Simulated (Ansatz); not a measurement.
BAs:
```
BAs
1.0
    0.00000     2.39123     2.39123
    2.39123     0.00000     2.39123
    2.39123     2.39123     0.00000
B As
1 1
Direct
  0.75000   0.75000   0.75000
  0.00000   0.00000   0.00000
```

x, y and z are the axes in which the lattice vectors are written.

Q: Give the proper piezoelectric stress tensor with relaxed ions from r²SCAN in the plane-wave PAW code Ansatz.

A: In C/m², rows x, y, z, Voigt columns; mesh uncertainty up to 0.01.
```
 0.00   0.00   0.00  -0.19   0.00   0.00
 0.00   0.00   0.00   0.00  -0.19   0.00
 0.00   0.00   0.00   0.00   0.00  -0.19
```

The elastic tensor of the same run (GPa):

```
 290  66.8  66.8   0.0   0.0   0.0
66.8   290  66.8   0.0   0.0   0.0
66.8  66.8   290   0.0   0.0   0.0
 0.0   0.0   0.0   158   0.0   0.0
 0.0   0.0   0.0   0.0   158   0.0
 0.0   0.0   0.0   0.0   0.0   158
```

Q: Convert to strain constants d = e·S.

A: In pC/N:
```
 0.0   0.0   0.0  -1.2   0.0   0.0
 0.0   0.0   0.0   0.0  -1.2   0.0
 0.0   0.0   0.0   0.0   0.0  -1.2
```

Space group F-43m (zinc blende). The cell was relaxed with r²SCAN under the symmetry of its start; phonons on a q-mesh show no instability.

Potentials: the earlier of the program's two PAW sets.
